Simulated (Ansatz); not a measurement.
Zn2GeO4:
```xyz
14
Lattice="0.0000 4.2238 4.2238 4.2238 0.0000 4.2238 4.2238 4.2238 0.0000" Properties=species:S:1:pos:R:3 pbc="T T T"
Zn     5.2798     5.2798     5.2798
Zn     5.2798     3.1679     3.1679
Zn     3.1679     5.2798     3.1679
Zn     3.1679     3.1679     5.2798
Ge     2.1119     2.1119     2.1119
Ge     0.0000     0.0000     0.0000
O      7.4026     7.4026     7.4026
O      7.4026     5.2689     5.2689
O      5.2689     7.4026     5.2689
O      5.2689     5.2689     7.4026
O      3.1570     3.1570     3.1570
O      3.1570     5.2907     5.2907
O      5.2907     3.1570     5.2907
O      5.2907     5.2907     3.1570
```

PBE (plane waves, PAW; program Ansatz) gives a gap of 1.29 eV without spin–orbit coupling, maximum at Γ, minimum at Γ.

Question: What happens when spin–orbit coupling is switched on?

Answer: The gap decreases by 0.01 eV, to 1.28 eV; maximum at Γ, minimum at Γ.

Question: Give the electron effective mass with spin–orbit coupling.

Answer: 0.21 mₑ (isotropic).

Question: Give the hole effective mass with spin–orbit coupling.

Answer: 1.3 along [100], 1.3 along [110], 1.3 along [111] (mₑ).

Space group Fd-3m (spinel). The cell is a constructed one: a structure type filled with these elements; neither database checked (COD, Materials Project) lists it. COD files the formula under space group No. 95, 148. Whether it is the stable phase at ambient conditions was not checked. The PBE relaxation kept the symmetry of its start; whether a distortion lowers the energy is not shown.

Potentials: the earlier of the program's two PAW sets.
